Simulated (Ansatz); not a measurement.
GaAs:
```cif
data_AsGa
_chemical_formula_sum 'As1 Ga1'
_space_group_name_H-M_alt 'P 1'
_space_group_IT_number 1
_cell_length_a 4.00681
_cell_length_b 4.00681
_cell_length_c 4.00681
_cell_angle_alpha 60.000
_cell_angle_beta 60.000
_cell_angle_gamma 60.000
loop_
_space_group_symop_operation_xyz
  'x, y, z'
loop_
_atom_site_label
_atom_site_type_symbol
_atom_site_fract_x
_atom_site_fract_y
_atom_site_fract_z
_atom_site_occupancy
As1 As 0.75000 0.75000 0.75000 1
Ga1 Ga 0.00000 0.00000 0.00000 1
```

Relaxed with r²SCAN.

### Question
Decompose the optical modes at the zone centre into irreducible representations, and say which are infrared and Raman allowed.

### Answer
Point group -43m: Γ_opt = T2. Infrared: T2. Raman: T2.

### Question
Assign frequencies (DFPT, the program Ansatz at the r²SCAN level (PAW); without the LO–TO term).

### Answer
T2 265 cm⁻¹.

Space group F-43m (zinc blende). The r²SCAN relaxation kept the symmetry of its start; phonons on a q-mesh show no instability.

Potentials: the later of the program's two PAW sets.
